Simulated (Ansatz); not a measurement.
A distorted cell of BaTiO$_{3}$ (cubic perovskite):

```xyz
5
Lattice="4.1959 0.0000 0.0000 0.0000 4.1959 0.0000 0.0000 0.0000 3.6924" Properties=species:S:1:pos:R:3 pbc="T T T"
Ba     0.0000     0.0000     0.0000
Ti     2.0980     2.0980     1.8462
O      0.0000     2.0980     1.8462
O      2.0980     2.0980     0.0000
O      2.0980     0.0000     1.8462
```

Calculation: r2SCAN (plane waves to 500 eV, PAW, scalar-relativistic; Ansatz, a quantum-chemistry and plane-wave program). k mesh 8×8×8 (Γ-centred), Fermi-Dirac smearing 0.05 eV. E stands for the smeared free energy. Stress and pressure are positive under compression. BaTiO3 is run without spin polarisation. BaTiO3 was relaxed with its symmetry unable to fall. The PAW data are Ansatz's earlier set. This is a high-temperature form of BaTiO3.

What is the stress tensor (GPa)?


```
   -9.4      0.0      0.0
    0.0     -9.4      0.0
    0.0      0.0     20.4
```
The pressure, a third of the trace, is 0.5 GPa.

It is the relaxed cell deformed to V/V₀ = 1.020, (c/a)/(c/a)₀ = 0.880, c along z, fractional positions held. What is its energy relative to the relaxed cell?

97.0 meV/atom.

(A scan under strain: stresses follow from slopes of the energy per volume, elastic moduli from its curvatures.)
